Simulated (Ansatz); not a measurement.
## Relaxing a structure of TiO2

The start is a relaxed TiO2 cell deformed by the Cartesian strain tensor (xx, yy, zz, yz, xz, xy) = (0.030, -0.147, -0.014, -0.002, -0.041, -0.031). The cell and all atomic positions are relaxed at zero pressure with PBEsol (plane waves to 420 eV, PAW, scalar-relativistic; Ansatz, a first-principles code). The first steps use a coarse 5×6×8 k-mesh.

Input geometry:
```
CELL_PARAMETERS angstrom
      4.72933    -0.14234    -0.18596
     -0.14234     3.91662    -0.00689
     -0.11903    -0.00441     2.89795
ATOMIC_POSITIONS crystal
  Ti 0.00000 0.00000 0.00000
  Ti 0.50000 0.50000 0.50000
  O  0.30442 0.30442 0.00000
  O  0.80442 0.19558 0.50000
  O  0.19558 0.80442 0.50000
  O  0.69558 0.69558 0.00000
```

### Question
How large is the pressure on the unrelaxed cell, and of which sign?

### Answer
+46.2 GPa (positive: the cell is compressed).

### Question
Which atoms feel the largest initial force, and how large is it?

### Answer
1.21 eV/Å, on O3, O6 (atoms numbered as listed).

### Question
How much energy is released per atom?

### Answer
0.32 eV/atom.

### Question
Does it find its way back to the structure it was made from?

### Answer
It relaxes back to the parent, P4₂/mnm (No. 136).

### Question
How do the shortest distances between atoms change?

### Answer
The closest pairs of elements (up to four, under 3.6 Å), start → end: O–Ti 1.80 → 1.94 Å; O–O 2.32 → 2.54 Å; Ti–Ti 2.90 → 2.94 Å.

### Question
Is the relaxed structure metallic? Give its gap.

### Answer
1.87 eV, direct at Γ (no spin-orbit coupling).

Relaxed structure:

```cif
data_O4Ti2
_chemical_formula_sum 'Ti2 O4'
_space_group_name_H-M_alt 'P42/mnm'
_space_group_IT_number 136
_space_group_name_Hall '-P 4n 2n'
_cell_length_a 4.59163
_cell_length_b 4.59163
_cell_length_c 2.93907
_cell_angle_alpha 90.000
_cell_angle_beta 90.000
_cell_angle_gamma 90.000
loop_
_atom_site_label
_atom_site_type_symbol
_atom_site_symmetry_multiplicity
_atom_site_Wyckoff_symbol
_atom_site_fract_x
_atom_site_fract_y
_atom_site_fract_z
_atom_site_occupancy
Ti1 Ti 2 a 0.00000 0.00000 0.00000 1
O1 O 4 f 0.30442 0.30442 0.00000 1
```

Final values are on a 7×7×11 k-mesh of the relaxed cell. No spin polarisation in the result.

The run could not lose the symmetry of its start.
